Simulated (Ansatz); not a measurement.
NiSb:
```
NiSb
1.0
    3.93007     0.00000     0.00000
   -1.96504     3.40354     0.00000
    0.00000     0.00000     5.12371
Ni Sb
2 2
Direct
  0.00000   0.00000   0.00000
  0.00000   0.00000   0.50000
  0.33333   0.66667   0.25000
  0.66667   0.33333   0.75000
```

Relaxed with r²SCAN. Special points in fractions of this cell's reciprocal vectors: Γ (0.000, 0.000, 0.000); M (0.500, 0.000, 0.000); K (0.333, 0.333, 0.000); A (0.000, 0.000, 0.500); L (0.500, 0.000, 0.500); H (0.333, 0.333, 0.500).

List the band energies nearest the Fermi level at these points for DFT-r²SCAN with spin–orbit coupling in the program Ansatz with PAW potentials.

In eV from the Fermi level; about four levels below and three above (degenerate sets whole), none deeper than 8.9 eV; points with the same levels are listed once.

```
k                    below                above
-  -----------------------  -------------------
Γ  -1.36 -1.36 -0.08 -0.08  0.24 0.24 0.76 0.76
M  -1.39 -1.39 -0.25 -0.25  1.16 1.16 3.69 3.69
K  -0.70 -0.70 -0.61 -0.61  0.75 0.75 0.83 0.83
A  -2.23 -2.23 -2.23 -2.23  0.33 0.33 0.33 0.33
L  -1.90 -1.90 -1.90 -1.90  0.17 0.17 0.17 0.17
H  -1.39 -1.39 -1.38 -1.38  4.33 4.33 4.55 4.55
```

Space group P6_3/mmc (NiAs type). Symmetry was held in the r²SCAN relaxation; of distortions, only those at the zone centre were tested. The workflow began spin-polarised and lost its moments.

Potentials: the later of the program's two PAW sets.
